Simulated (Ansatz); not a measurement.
# Data sheet: InAs (DFT)

InAs:
```cif
data_As2In2
_chemical_formula_sum 'In2 As2'
_space_group_name_H-M_alt 'P63mc'
_space_group_IT_number 186
_space_group_name_Hall 'P 6c -2c'
_cell_length_a 4.25013
_cell_length_b 4.25013
_cell_length_c 6.98881
_cell_angle_alpha 90.000
_cell_angle_beta 90.000
_cell_angle_gamma 120.000
loop_
_atom_site_label
_atom_site_type_symbol
_atom_site_symmetry_multiplicity
_atom_site_Wyckoff_symbol
_atom_site_fract_x
_atom_site_fract_y
_atom_site_fract_z
_atom_site_occupancy
In1 In 2 b 0.33333 0.66667 0.00063 1
As1 As 2 b 0.33333 0.66667 0.37487 1
```

Space group P6_3mc (No. 186), wurtzite; conventional cell a = b = 4.250 Å, c = 6.989 Å, α = β = 90.00°, γ = 120.00°.

Method: the program Ansatz at the LDA level (PAW). Structure relaxed to zero pressure with the same functional. Other levels are named where they apply.

**Cell and energy**

```yaml
volume_per_atom: 27.33 Å³
density: 5.76 g/cm³
Formation energy from the elements (no fitted shifts): -0.20 eV/atom
```

**Electronic structure**

```yaml
electronic_character: no gap, with almost no states at the Fermi level (zero-gap or semimetallic)
Density of states at the Fermi level: 0.01 states/eV per atom (mean over ±0.08 eV)
```

**Mechanics**

```yaml
Bulk modulus (Birch–Murnaghan fit): 59.8 GPa
Pressure derivative B′: 4.7
```

**Phonons**

```yaml
highest_zone_centre_frequency: 217 cm^-1
zone_centre_stability: no imaginary mode at Γ
```

The first step of the workflow began from a Materials Project structure, measured or hypothetical; the Crystallography Open Database copy checked does not list it. It is not the phase usual at ambient conditions (space group No. 216). The cell was relaxed with LDA under the symmetry of its start. As this level gives no gap, phonon frequencies hold no LO–TO term and depend on the k-mesh and smearing (Fermi–Dirac, 0.1 eV here). The references are the lowest solids computed at this level, not always the standard phases. Spin–orbit coupling is left out wherever it is not named.

Potentials: the later of the program's two PAW sets.
